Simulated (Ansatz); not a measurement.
Theory: DFT, r2SCAN, plane waves (500 eV) with PAW, scalar-relativistic (Ansatz 0.2.0). The PAW files were generated under PBE, with cores re-solved for the functional.

An element in the omega (AlB2-type) structure gives this curve. The cell is scaled uniformly from the relaxed one, with fractional coordinates and shape fixed. Energies are extrapolated to zero smearing, pressures are those at the given smearing. Magnetic state: spin not included.

```csv
V (Å³/atom),E − E₀ (meV/atom),P (GPa)
18.503,14.5,2.05
19.344,6.0,1.25
20.185,1.4,0.58
21.026,0.0,0.01
21.867,1.3,-0.46
22.708,4.9,-0.86
23.549,10.4,-1.20
```

(1) Which element is it?
A. lithium
B. zirconium
C. magnesium
D. cadmium

## Answers

(1) A. Its fit is V₀ = 21.02 Å³/atom, B₀ = 12.9 GPa, B₀′ = 3.3.
